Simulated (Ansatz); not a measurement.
ZnSe (zinc blende)

```yaml
crystal:
  lattice:
    - [0.00000, 2.86651, 2.86651]
    - [2.86651, 0.00000, 2.86651]
    - [2.86651, 2.86651, 0.00000]
  atoms:
    - { symbol: Se, position: [0.75000, 0.75000, 0.75000] }
    - { symbol: Zn, position: [0.00000, 0.00000, 0.00000] }
```

This relaxed cell (volume V₀) is scaled evenly in all directions, its shape held. Symmetry pins the atoms to their sites.

Level of theory: PBE (plane waves to 420 eV, PAW, scalar-relativistic; Ansatz, a quantum-chemistry and plane-wave program). k mesh 10×10×10 (Γ-centred), Fermi-Dirac smearing 0.05 eV. The energy includes the smearing's −TS. Compression counts positive. The PAW data are Ansatz's earlier set. ZnSe was relaxed with its symmetry unable to fall. ΔE is measured from the relaxed starting cell.

```tsv
V (Å³/atom)	ΔE (meV/atom)
21.198	50.5
21.787	27.0
22.376	11.4
22.965	2.7
23.554	0.0
24.143	2.5
24.731	9.5
25.320	withheld
25.909	35.0
```

### Question
Fit a third-order Birch-Murnaghan form (E₀, V₀, B₀, B₀′ free) to the given rows and predict ΔE at V = 25.320.

### Answer
Least squares on the 8 given rows: ΔE = E₀ + (9V₀B₀/16)·y²·[2 + (B₀′ − 4)y], y = (V₀/V)^(2/3) − 1, with V₀ = 23.553 Å³/atom, B₀ = 56.68 GPa (160.2 GPa = 1 eV/Å³; the term in eV is multiplied by 1000), B₀′ = 4.50, E₀ = -0.01 meV/atom; root-mean-square residual 0.01 meV/atom. At 25.320 the fit gives 20.5 meV/atom; the calculation gives 20.5 meV/atom, the same to the digits shown. For the pressure the fit gives -3.49 GPa against the computed -3.48 GPa.

(A scan under strain: stresses follow from slopes of the energy per volume, elastic moduli from its curvatures.)
